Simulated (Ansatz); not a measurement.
An Ansatz (an electronic-structure program) run. Input:

Ansatz 0.2 input:
```yaml
crystal:
  lattice:
    - [0.0, 2.8009629634, 2.8009629634]
    - [2.8009629634, 0.0, 2.8009629634]
    - [2.8009629634, 2.8009629634, 0.0]
  atoms:
    - { symbol: Na, position: [0.0, 0.0, 0.0] }
    - { symbol: Cl, position: [0.5, 0.5, 0.5] }
kpoints:
  mp_grid: { grid: [8, 8, 8] }
hamiltonian:
  xc: pbesol
  pseudopotentials: { azcp: { folder: ./paw }, kind: paw }
scf:
  occupations: { method: fixed }
phonons:
  method: dfpt
  response_accuracy: low
  qmesh: [4, 4, 4]
  interpolated_qmesh: [17, 17, 17]
  dielectric: true
  rigid_motions: translations
  temperatures: { t_max: 1000, t_step: 50 }
  qpath:
    path:
      - [[0.0, 0.0, 0.0], [0.5, 0.0, 0.5], [0.625, 0.25, 0.625]]  # Γ-X-U
      - [[0.375, 0.375, 0.75], [0.0, 0.0, 0.0], [0.5, 0.5, 0.5], [0.5, 0.25, 0.75], [0.5, 0.0, 0.5]]  # K-Γ-L-W-X
    npoints: 13
```

Output (shortened):

```
Pseudopotential: Na, paw, valence charge 9
Pseudopotential: Cl, paw, valence charge 7
Functional definition: PBEsol
Crystal: 2 atoms, lattice volume = 43.949 Å³
Basis set: ecut = 420 eV, 869 PW (Γ), exchange–correlation on 54×54×54 points (8 copies of the dense FFT grid, shifted against one another)
Bands: 12, of which v1, the nominal top of the filled ones, is band 8 counted from 1 (7 counted from 0)
Symmetry: 48 space group operations
k-points: 59 of 512 (irreducible under 8 space group operations, time reversal used)
SCF iter   1: F=—  HF=-2541.281304 eV  |F-HF|=—  |Δ(HF+E_count)|=         —  Δρ=7.40e-2  dr2=2.01e0  ethr=3.10e-3  ⟨swp⟩=4.7  Hψ=4114  notcnv=0  defer=111
preconditioner: auto → none
SCF iter   2: F=—  HF=-2540.315339 eV  |F-HF|=—  |Δ(HF+E_count)|=   9.66e-1  Δρ=1.49e-2  dr2=1.15e-1  ethr=3.10e-3  ⟨swp⟩=3.0  Hψ=2066  notcnv=0  defer=69
SCF iter   3: F=—  HF=-2540.287765 eV  |F-HF|=—  |Δ(HF+E_count)|=   2.76e-2  Δρ=5.70e-3  dr2=1.34e-2  ethr=7.20e-4  ⟨swp⟩=3.0  Hψ=1251  notcnv=0  defer=112
SCF iter   4: F=—  HF=-2540.287595 eV  |F-HF|=—  |Δ(HF+E_count)|=   1.69e-4  Δρ=1.30e-3  dr2=1.10e-3  ethr=8.37e-5  ⟨swp⟩=2.9  Hψ=1374  notcnv=0  defer=114
SCF iter   5: F=—  HF=-2540.287743 eV  |F-HF|=—  |Δ(HF+E_count)|=   1.47e-4  Δρ=2.10e-4  dr2=1.57e-5  ethr=6.86e-6  ⟨swp⟩=2.0  Hψ=1066  notcnv=0  defer=114
SCF iter   6: F=—  HF=-2540.287764 eV  |F-HF|=—  |Δ(HF+E_count)|=   2.12e-5  Δρ=3.64e-5  dr2=3.78e-7  ethr=9.83e-8  ⟨swp⟩=2.0  Hψ=1181  notcnv=0  defer=114
SCF iter   7: F=—  HF=-2540.287763 eV  |F-HF|=—  |Δ(HF+E_count)|=   4.68e-7  Δρ=3.28e-6  dr2=2.01e-9  ethr=2.36e-9  ⟨swp⟩=2.7  Hψ=1180  notcnv=0  defer=2
SCF iter   8: F=-2540.287763 eV  HF=-2540.287763 eV  |F-HF|=2.00e-11  |Δ(HF+E_count)|=   2.47e-9  Δρ=3.91e-7  dr2=4.02e-11  ethr=1.00e-12  ⟨swp⟩=9.6  Hψ=5092  notcnv=0
SCF 1 converged in 8 iterations: F = -2540.287763 eV  dr2 = 4.02e-11
DFPT response loops at Γ: preconditioner auto → none (the input reference at scf.mixing.eps_inf says where Resta's filter doesn't serve); β = 0.50 …
NSCF: frozen V_eff on 29 k-points
NSCF: frozen V_eff on 576 k-points
DFPT response loops at q = (0, 0, 0.25) (fractional): mixed as the last ones told, above
NSCF: frozen V_eff on 300 k-points
DFPT response loops at q = (0, 0, -0.5) (fractional): mixed as the last ones told, above
NSCF: frozen V_eff on 328 k-points
DFPT response loops at q = (0, 0.25, 0.25) (fractional): mixed as the last ones told, above
NSCF: frozen V_eff on 1024 k-points
DFPT response loops at q = (0, 0.25, -0.5) (fractional): mixed as the last ones told, above
NSCF: frozen V_eff on 576 k-points
DFPT response loops at q = (0, 0.25, -0.25) (fractional): mixed as the last ones told, above
NSCF: frozen V_eff on 190 k-points
DFPT response loops at q = (0, -0.5, -0.5) (fractional): mixed as the last ones told, above
NSCF: frozen V_eff on 328 k-points
DFPT response loops at q = (0.25, -0.5, -0.25) (fractional): mixed as the last ones told, above
SCF converged after 8 iterations
Free energy (F): -2540.287763 eV
Harris-Foulkes:  -2540.287763 eV  (|F-HF|=2.00e-11)
Internal energy: -2540.287763 eV  (E = F + TS)
E sigma→0 (E₀):  -2540.287763 eV
Fermi energy:    1.143099 eV
--- Per-component energies (eV) ---
  E_band       = -232.408675
  E_kinetic    = 266.725637
  E_local      = -1668.087743  (includes V_loc(G=0)·N_el)
  E_nonlocal   = 310.396822
  E_hartree    = 561.728675
  E_xc         = -143.494693
  E_vxc        = -164.047081  (∫ρ·V_xc dr)
  E_paw        = -925.173399  (= ΣΔE_a)
  E_vpaw       = -100.853683  (= ΣTr[D̂ρ^β])
  E_aug_tail   = 0.000128  (compensation charges beyond the density's cutoff)
  E_ewald      = -942.516315
  E_core_change = 0.133126  (= ΣΔE_core)
  E_smearing   =  0.000000  (= −TS)
  E_closure    =  0.000000  (closes the sum)
  Σ components = -2540.287763   (vs F -2540.287763, Δ=0.00e0)
  [band-id]    e_kinetic+e_local+e_nonlocal+2·e_hartree+e_vxc+e_vpaw+e_augmentation_tail = -232.408572   (vs E_band -232.408675, Δ=1.04e-4)
--- Band table (eV; the first three rows and the last of 59) ---
  k-point 0: bands = ["-47.3979", "-19.4763", "-19.4763", "-19.4763", "-11.5446", "1.1431", "1.1431", "1.1431", "6.1557", "12.0577", "12.0577", "12.0577"]
  k-point 1: bands = ["-47.3977", "-19.4813", "-19.4767", "-19.4767", "-11.4940", "0.7506", "1.0997", "1.0997", "6.6675", "11.5200", "12.2539", "12.2539"]
  k-point 2: bands = ["-47.3974", "-19.4933", "-19.4775", "-19.4775", "-11.3683", "-0.0174", "0.9983", "0.9983", "7.6415", "11.0011", "12.3620", "12.3620"]
  k-point 58: bands = ["-47.3967", "-19.4923", "-19.4923", "-19.4880", "-11.1122", "-0.1155", "-0.1155", "0.3473", "9.9393", "10.6869", "10.6869", "12.4170"]
--- Phonons (Γ-DFPT): 2 representative perturbations + reference, on 59 of 512 k-points (Σ response iterations 5) ---
  ASR residual: 5.325e-4 → 0.000e0 eV/Å²; symmetrization residual: 3.206e-5 eV/Å²
  ASR residual per site (eV/Å²): 2.77e-6 5.32e-4
  Γ frequencies (cm⁻¹): 0.00 0.00 0.00 166.28 166.28 166.28
  ε∞ (high-frequency dielectric tensor):
        2.564642     0.000000     0.000000
        0.000000     2.564642     0.000000
        0.000000     0.000000     2.564642
  ε⁰ (static dielectric tensor: ions relaxed, cell fixed):
        6.024786     0.000000     0.000000
        0.000000     6.024786     0.000000
        0.000000     0.000000     6.024786
  ε⁰ − ε∞ (ionic part):
        3.460144     0.000000     0.000000
        0.000000     3.460144     0.000000
        0.000000     0.000000     3.460144
  softest optical mode at Γ: 166.28 cm⁻¹; the repairs (sum rule, projections) moved no ω² at Γ by more than (2.52 cm⁻¹)²
  Born effective charges Z* (e; rows j = field, columns β = displacement):
    site 0:
         1.09163    0.00000    0.00000
         0.00000    1.09163    0.00000
         0.00000    0.00000    1.09163
    site 1:
        -1.09163    0.00000    0.00000
         0.00000   -1.09163    0.00000
         0.00000    0.00000   -1.09163
  Z* charge neutrality: 6.767e-6 e pre-enforcement
  k-mesh period / interband length: 31.7 Å / 1.31 Å = 24.16 at k = (0.0000, 0.0000, 0.0000), direct gap 5.013 eV — 14 or more, which is no proof of convergence
  optical modes at Γ without the LO–TO term, one row a degenerate level:
      ω (cm⁻¹)  modes    IR ((D/Å)²/amu)
        166.28      3             5.9141
  optical modes at Γ + LO–TO along q̂ = [1.0000, 0.0000, 0.0000]:
      ω (cm⁻¹)  modes    IR ((D/Å)²/amu)
        166.28      2             3.9427
        254.86      1             1.9714
  optical modes at Γ + LO–TO along q̂ = [0.0000, 1.0000, 0.0000]:
      ω (cm⁻¹)  modes    IR ((D/Å)²/amu)
        166.28      2             3.9427
        254.86      1             1.9714
  optical modes at Γ + LO–TO along q̂ = [0.0000, 0.0000, 1.0000]:
      ω (cm⁻¹)  modes    IR ((D/Å)²/amu)
        166.28      2             3.9427
        254.86      1             1.9714
  non-analytic LO–TO correction: the dipole-dipole term of the run's Born effective charges and high-frequency dielectric tensor (where they are solved with …
--- Phonons (arbitrary-q DFPT): 8 irreducible q on the 4×4×4 mesh ---
  q = [0.0000, 0.0000, 0.0000] (star 1, of the zone-centre solve; hermiticity 4.52e-5, symmetrization 3.21e-13):  0.00  0.00 0.00 166.28 166.28 166.28
  q = [0.0000, 0.0000, 0.2500] (star 8, 2 solved perturbations on 288 of 512 k-point pairs; hermiticity 2.49e-5, symmetrization 7.71e-13): 70.68 70.68 107.02 157.50 157.50 242.80
  q = [0.0000, 0.0000, -0.5000] (star 4, 2 solved perturbations on 150 of 512 k-point pairs; hermiticity 8.20e-14, symmetrization 1.53e-12): 115.05 115.05 136.54 136.54 171.29 216.24
  q = [0.0000, 0.2500, 0.2500] (star 6, 4 solved perturbations in 528 linear systems a pass and spin channel, the states on 164 of 512 k-point pairs; hermiticity 2.02e-5, symmetrization 5.32e-13): 60.02 60.02 132.16 170.51 170.51 204.43
  q = [0.0000, 0.2500, -0.5000] (star 24, 4 solved perturbations in 1600 linear systems a pass and spin channel, the states on 512 of 512 k-point pairs; hermiticity 1.52e-5, symmetrization 3.44e-13): 93.59 120.68 135.01 160.63 172.96 189.54
  q = [0.0000, 0.2500, -0.2500] (star 12, 4 solved perturbations in 904 linear systems a pass and spin channel, the states on 288 of 512 k-point pairs; hermiticity 1.93e-5, symmetrization 1.04e-12): 93.76 114.75 136.45 149.86 175.34 201.71
  q = [0.0000, -0.5000, -0.5000] (star 3, 4 solved perturbations in 308 linear systems a pass and spin channel, the states on 95 of 512 k-point pairs; hermiticity 2.09e-5, symmetrization 7.34e-13): 81.24 81.24 135.77 174.65 174.65 185.42
  q = [0.2500, -0.5000, -0.2500] (star 6, 4 solved perturbations in 502 linear systems a pass and spin channel, the states on 164 of 512 k-point pairs; hermiticity 4.13e-6, symmetrization 1.67e-12): 114.53 114.53 134.98 155.31 180.08 180.08
  sum rule: each row above includes the acoustic sum rule's correction from the zone centre's row sums; it moved no ω² by more than (2.02 cm⁻¹)²
  mesh force constants: q→R imaginary residual 3.81e-18; ASR residual 5.325e-4 → 0.000e0 eV/Å²; symmetrization residual 1.332e-15 eV/Å²
  interpolated dispersion: 81 rows × 6 modes
  density of states and harmonic sums: on the 17×17×17 q-mesh, interpolated from the force constants of a 4×4×4 supercell (with the dipole–dipole term)
  largest difference from the sums on the solved wave vectors: F 1.23e-2 eV, S 1.63e-5 and C_V 3.98e-6 eV/K
  zero-point energy: 0.052920 eV/cell   skipped modes (ω ≤ 0): 3   left out of the sums: 1.02e-4 of the cell's modes …
```

Cost: around 5 core-minutes (rough) on shared cores.

Space group Fm-3m (rock salt). The cell was relaxed with PBEsol under the symmetry of its start.

Potentials: the earlier of the program's two PAW sets. The files were generated under PBE; for other functionals the program regenerates the frozen cores, and for LDA and PBEsol the local potential too.

Ansatz is a plane-wave DFT program.
